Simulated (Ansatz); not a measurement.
## CaB2H8: Ca-43 NMR of the central transition

Cell: a computed structure from the Materials Project (it need not be an observed phase), taken as it stands.

```xyz
22
Lattice="6.8060 0.0000 0.0000 0.0000 6.8060 0.0000 0.0000 0.0000 4.3613" Properties=species:S:1:pos:R:3 pbc="T T T"
Ca    3.4030    0.0000    0.0751
Ca    0.0000    3.4030    2.2558
B     1.4534    2.1216    0.1017
B     5.3526    4.6843    0.1017
B     2.1216    5.3526    2.2824
B     4.6843    1.4534    2.2824
H     1.1324    3.3043    0.1052
H     5.6736    3.5017    0.1052
H     2.6658    2.1674    0.2459
H     4.1402    4.6386    0.2459
H     0.9134    1.4975    1.0087
H     5.8925    5.3085    1.0087
H     1.5860    5.6545    1.2225
H     5.2200    1.1515    1.2225
H     3.3043    5.6736    2.2859
H     3.5017    1.1324    2.2859
H     2.1674    4.1402    2.4265
H     4.6386    2.6658    2.4265
H     1.4975    5.8925    3.1893
H     5.3085    0.9134    3.1893
H     1.1515    1.5860    3.4031
H     5.6545    5.2200    3.4031
```

Sites (sets of like atoms) are named by element and the number of their first atom in this list.

Method: Kohn–Sham DFT in Ansatz, PBE, plane waves and PAW, scalar-relativistic, 420 eV cutoff, Γ-centred 4×4×7 k-points, Fermi–Dirac smearing 0.02 eV.

Ca-43 has I = 7/2 and Q = -40.80 mb (Pyykkö 2018); at 18.8 T its Larmor frequency is ν₀ = 53.9 MHz. Only the quadrupole interaction is simulated: positions count from each site's isotropic chemical shift, and J coupling is left out, as are shift anisotropy and dipolar coupling, which fast spinning averages.

(1) What does the Ca-43 spectrum (fast magic-angle spinning) show for each site?

Results:

(1) 

```csv
site,first shell,C_Q (MHz),η,P_Q (MHz),δ_QIS (ppm),breadth (kHz)
Ca,10 H at 2.30–2.49 Å,-1.44,0.62,1.53,-2.04,0.255
```

δ_QIS = −(ν_Q²/30ν₀²)[I(I+1) − 3/4](1 + η²/3) × 10⁶ ppm with ν_Q = 3|C_Q|/[2I(2I−1)]; it falls as 1/B₀² in ppm, and the breadth as 1/B₀ in kHz.
